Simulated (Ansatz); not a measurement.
Ag:
```
Ag
1.0
    0.00000     2.03633     2.03633
    2.03633     0.00000     2.03633
    2.03633     2.03633     0.00000
Ag
1
Cartesian
  0.00000   0.00000   0.00000
```

Relaxed with the program Ansatz at the PBE+D3(BJ) level (PAW). Indices refer to the conventional cell of Fm-3m, a = b = c = 4.0727 Å, α = β = γ = 90.00°.

Task: Simulate the powder diffraction pattern (Cu Kα1, λ = 1.54056 Å; lines above 1 %) up to 2θ = 90°.

Result: Simulated powder pattern, Cu Kα1, λ = 1.54056 Å (kinematic, ideal powder, no thermal factors, no anomalous dispersion; the 30 strongest lines at most, above 1 %, up to 2θ = 90°):

```json
[
 {"2θ (°)": "38.25", "d (Å)": "2.351", "I/Imax (%)": "100", "hkl": "(111)"},
 {"2θ (°)": "44.45", "d (Å)": "2.036", "I/Imax (%)": "48", "hkl": "(200)"},
 {"2θ (°)": "64.68", "d (Å)": "1.440", "I/Imax (%)": "30", "hkl": "(220)"},
 {"2θ (°)": "77.70", "d (Å)": "1.228", "I/Imax (%)": "35", "hkl": "(311)"},
 {"2θ (°)": "81.87", "d (Å)": "1.176", "I/Imax (%)": "10", "hkl": "(222)"}
]
```

The cell was relaxed with PBE+D3(BJ) under the symmetry of its start. The run is not spin-polarised. The pairwise dispersion correction was not fitted to metals.

Potentials: the later of the program's two PAW sets.
